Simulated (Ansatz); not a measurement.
Space group P4_2/mnm (No. 136). a = 4.951 Å, b = 4.951 Å, c = 2.851 Å, α = 90.00°, β = 90.00°, γ = 90.00°
| atom | site | symmetry | x | y | z |
| --- | --- | --- | --- | --- | --- |
| Ta | 2b | m.mm | 0.0000 | 0.0000 | 0.5000 |
| O | 4f | m.2m | 0.7134 | 0.2866 | 0.5000 |

Equation of state of this TaO₂ structure (not necessarily the ground state), with shape and atoms relaxed at each volume where symmetry leaves them free. It has no gap at any of these volumes. Computed with DFT PBEsol, scalar-relativistic, plane waves, PAW in Ansatz.

Settings: cutoff 420 eV, Γ-centred mesh 8×8×12 on the computed 6-atom cell, Gaussian smearing of 0.10 eV; no spin polarisation.

```json
{"V (Å³/atom)": "10.249", "E − E(largest V) (meV/atom)": "96.72", "P (GPa)": "46.17"}
{"V (Å³/atom)": "10.598", "E − E(largest V) (meV/atom)": "12.30", "P (GPa)": "31.67"}
{"V (Å³/atom)": "10.948", "E − E(largest V) (meV/atom)": "-42.95", "P (GPa)": "19.35"}
{"V (Å³/atom)": "11.297", "E − E(largest V) (meV/atom)": "-73.38", "P (GPa)": "8.88"}
{"V (Å³/atom)": "11.646", "E − E(largest V) (meV/atom)": "-82.78", "P (GPa)": "-0.01"}
{"V (Å³/atom)": "11.996", "E − E(largest V) (meV/atom)": "-74.32", "P (GPa)": "-7.54"}
{"V (Å³/atom)": "12.345", "E − E(largest V) (meV/atom)": "-50.75", "P (GPa)": "-13.89"}
{"V (Å³/atom)": "12.811", "E − E(largest V) (meV/atom)": "0.00", "P (GPa)": "-20.78"}
```

Problem. Fit a third-order Birch–Murnaghan equation to E(V).

Solution. V0 = 11.65 Å³/atom, B0 = 271 GPa, B0' = 4.5.

Spin-orbit coupling is left out, which matters for the bands of heavy elements.